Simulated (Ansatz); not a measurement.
## InP₃: how the smearing width on a coarse mesh moves the results

Theory: Ansatz, DFT PBEsol, scalar-relativistic, plane waves, PAW.

```yaml
crystal:
  lattice:
    - [3.72450, 2.15034, 3.29500]
    - [-3.72450, 2.15034, 3.29500]
    - [0.00000, -4.30068, 3.29500]
  atoms:
    - { symbol: In, position: [0.27550, 0.27550, 0.27550] }
    - { symbol: In, position: [0.72450, 0.72450, 0.72450] }
    - { symbol: P, position: [0.79630, 0.24140, 0.79630] }
    - { symbol: P, position: [0.79630, 0.79630, 0.24140] }
    - { symbol: P, position: [0.24140, 0.79630, 0.79630] }
    - { symbol: P, position: [0.20370, 0.75860, 0.20370] }
    - { symbol: P, position: [0.75860, 0.20370, 0.20370] }
    - { symbol: P, position: [0.20370, 0.20370, 0.75860] }
```

```
plane-wave cutoff : 420 eV
Γ-centred k-mesh  : 3×3×3
spin treatment    : unpolarised
```

The atoms stay fixed while the smearing width on a coarse mesh is varied. ΔE is the energy extrapolated to zero smearing, less that of the reference run (6×6×6 Γ-centred mesh, Gaussian smearing 0.1 eV). The cell isn't necessarily relaxed at this level. Pressure is positive in compression.

| rule, width (eV) | ΔE (meV/atom) | ΔF, free energy (meV/atom) | P (GPa) | largest change of a force component (eV/Å) |
| --- | --- | --- | --- | --- |
| Gaussian 0.01 | -4.89 | -4.59 | -0.62 | 0.184 |
| Gaussian 0.05 | -4.96 | -4.92 | -0.35 | 0.185 |
| Gaussian 0.1 | -5.09 | -5.60 | -0.28 | 0.196 |
| Gaussian 0.2 | ? | ? | ? | ? |
| Gaussian 0.4 | -7.42 | -12.3 | -0.17 | 0.216 |

Problem. Fill in the withheld rows.

Solution. The withheld rows:

| rule, width (eV) | ΔE (meV/atom) | ΔF, free energy (meV/atom) | P (GPa) | largest change of a force component (eV/Å) |
| --- | --- | --- | --- | --- |
| Gaussian 0.2 | -5.72 | -7.58 | -0.22 | 0.211 |

Cost: 5 runs of about 0.51 core-minutes in all, on Intel Xeon Processor @ 2.50GHz (Skylake/Cascade Lake) (shared hosts).